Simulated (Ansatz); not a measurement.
These are results of DFT PBE, scalar-relativistic, plane waves, PAW (Ansatz), not measurements. Each cell gets a short relaxation within its symmetry: 420 eV, a coarse mesh through Γ, smearing of 0.2 eV, at most 16 steps to 0.08 eV/Å and 0.8 GPa. No spin polarisation. Energies are free energies per atom, good to about 0.1 eV/atom between metallic cells, end volumes are rough, and groups of ends are read at 0.1 Å.

Two unrelaxed guesses for Hf3S5:

A.

```cif
data_structure
_symmetry_space_group_name_H-M 'P-62m'
_symmetry_Int_Tables_number 189
_cell_length_a 7.3598
_cell_length_b 7.3598
_cell_length_c 4.5151
_cell_angle_alpha 90.000
_cell_angle_beta 90.000
_cell_angle_gamma 120.000
_cell_volume 211.80
loop_
_atom_site_label
_atom_site_type_symbol
_atom_site_symmetry_multiplicity
_atom_site_Wyckoff_symbol
_atom_site_fract_x
_atom_site_fract_y
_atom_site_fract_z
_atom_site_occupancy
Hf1 Hf 3 f 0.00000 0.66407 0.00000 1
S1 S 2 d 0.66667 0.33333 0.50000 1
S2 S 3 g 0.00000 0.31773 0.50000 1
```

B.

```cif
data_structure
_symmetry_space_group_name_H-M 'P-62m'
_symmetry_Int_Tables_number 189
_cell_length_a 7.2512
_cell_length_b 7.2512
_cell_length_c 4.0292
_cell_angle_alpha 90.000
_cell_angle_beta 90.000
_cell_angle_gamma 120.000
_cell_volume 183.47
loop_
_atom_site_label
_atom_site_type_symbol
_atom_site_symmetry_multiplicity
_atom_site_Wyckoff_symbol
_atom_site_fract_x
_atom_site_fract_y
_atom_site_fract_z
_atom_site_occupancy
Hf1 Hf 3 g 0.64530 0.00000 0.50000 1
S1 S 3 f 0.22931 0.00000 0.00000 1
S2 S 2 c 0.33333 0.66667 0.00000 1
```

Question: Does the order of the two change on relaxation?

Answer: As given, B is lower by 0.83 eV/atom. Relaxed, both fall into the same structure. A goes from P-62m at 26.5 Å³/atom to P-62m at 17.5 Å³/atom and gains 1.64 eV/atom. B goes from P-62m at 22.9 Å³/atom to P-62m at 17.4 Å³/atom and gains 0.81 eV/atom. The closest pair in A goes from S–S at 2.51 Å to Hf–S at 2.70 Å. The closest pair in B goes from S–S at 2.87 Å to Hf–S at 2.69 Å. At the end, in A: Hf has 8 S at 2.70–2.83 Å, 2 Hf at 3.15 Å and 2 S at 3.35 Å; around S on a site of symmetry -6 lie 3 S at 2.76 Å, 6 Hf at 2.83 Å and 2 S at 3.15 Å; around S on a site of symmetry m2m lie 4 Hf at 2.70 Å, 2 S at 2.76 Å, 4 S at 3.03–3.15 Å and 2 Hf at 3.35 Å. The lowest end among all the guesses of this search lies 0.70 eV/atom under the better of the two.

These runs have no spin–orbit coupling, which can matter for Hf.
